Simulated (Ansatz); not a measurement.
PbF2 (fluorite)

```
PbF2
1.0
    0.00000     3.00038     3.00038
    3.00038     0.00000     3.00038
    3.00038     3.00038     0.00000
Pb F
1 2
Direct
  0.00000   0.00000   0.00000
  0.75000   0.75000   0.75000
  0.25000   0.25000   0.25000
```

The slice is a {110} plane (indices of the conventional cell) through the point (0.250, 0.250, 0.250) (fractional), spanned by u = [100] and v = [1 -1 -1] in vectors of this cell: u (4.24 Å) and v (6.00 Å, at 90° to u). It covers one period; positions are fractions (u, v).

All values below come from PBE (plane waves to 420 eV, PAW, scalar-relativistic; Ansatz, an electronic-structure program). k mesh 10×10×10. Near the nuclei the fields are pseudised (PAW); where an atom keeps semicore shells as valence, they peak there. PbF2 was relaxed with its symmetry unable to fall. Spin-orbit coupling is left out, though Pb is heavy.

Problem. What is the valence density on the shortest Pb–F line in this plane (2.60 Å), at its minimum between the atoms?

Solution. 0.22 e/Å³.

Problem. What is the ELF at the density minimum of the shortest Pb–F line in this plane (2.60 Å)?

Solution. 0.1.

Problem. Sketch the electrostatic potential energy of an electron, from the cell's mean on this plane as a map.

Solution. 
```tsv
v \ u	0.00	0.13	0.26	0.39	0.52	0.65	0.78	0.91
0.88	x	x	7.1	6.6	6.5	6.8	7.2	x
0.75	6.7	6.7	6.7	6.7	6.7	6.7	6.7	6.7
0.62	x	x	7.1	6.6	6.5	6.8	7.3	x
0.50	x	x	6.1	3.9	2.9	4.6	x	x
0.38	x	x	-0.3	x	x	x	2.5	x
0.25	6.7	4.2	<-1.0	x	x	x	<-1.0	5.7
0.12	x	x	-0.3	x	x	x	2.6	x
0.00	x	x	6.1	3.8	2.9	4.6	x	x
```

Values: electrostatic potential energy of an electron, from the cell's mean, in eV. Points within 1 Å of a nucleus are blanked (x), as the pseudised field means little there. Values under -1 eV are set to -1. The zero, the cell's mean, hangs on the PAW cores.
